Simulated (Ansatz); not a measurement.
# Computed properties of AlN

AlN:
```xyz
2
Lattice="0.0000 2.0189 2.0189 2.0189 0.0000 2.0189 2.0189 2.0189 0.0000" Properties=species:S:1:pos:R:3 pbc="T T T"
Al     0.0000     0.0000     0.0000
N      2.0189     2.0189     2.0189
```

Space group Fm-3m (No. 225), rock salt; conventional cell a = b = c = 4.038 Å, α = β = γ = 90.00°.

Method: r²SCAN (plane waves, PAW; program Ansatz). Geometry: relaxed at this level of theory. Other levels are named where they apply.

**Cell and energy**

- Volume per atom: 8.23 Å³
- Density: 4.14 g/cm³
- Formation energy from the elements (no fitted shifts): -1.46 eV/atom

**Electronic structure**

- Band gap: 5.52 eV (indirect)
- Valence-band maximum: at Γ
- Conduction-band minimum: at X (3 equivalent valleys)
- Smallest direct gap on the standard path: 6.53 eV
- Electron effective mass: 0.34, 0.34, 0.57 mₑ (principal values)
- Hole effective mass, band 1 of 3 at the edge: 0.89 along [100], 5.3 along [110], 2.0 along [111] (mₑ)
- Hole effective mass, band 2 of 3 at the edge: 0.89 along [100], 0.89 along [110], 2.0 along [111] (mₑ)
- Hole effective mass, band 3 of 3 at the edge: 0.33 along [100], 0.25 along [110], 0.24 along [111] (mₑ)
- HSE06 gap on the r²SCAN cell: 6.08 eV

**Mechanics**

- Bulk modulus (Birch–Murnaghan fit): 276 GPa
- Pressure derivative B′: 3.9
- Elastic constants (relaxed ions, GPa): C11 = 467, C12 = 181, C44 = 339
- Mechanical stability: stable (all eigenvalues of C positive)
- Hill bulk and shear moduli: 276 and 240 GPa
- Young's modulus: 558 GPa
- Poisson's ratio: 0.16
- Debye temperature from the elastic constants: 1230 K

**Charges**

* **Bader charges**: Al +2.54, N -2.54 e

This is a known high-pressure phase of the composition, computed here at zero pressure and temperature. The cell was relaxed with r²SCAN under the symmetry of its start; whether a distortion lowers the energy is not shown. The volume moved by -16 % from the start of the relaxation. The references are the lowest solids computed at this level, not always the standard phases (solids in place of the gases).

Potentials: the later of the program's two PAW sets.
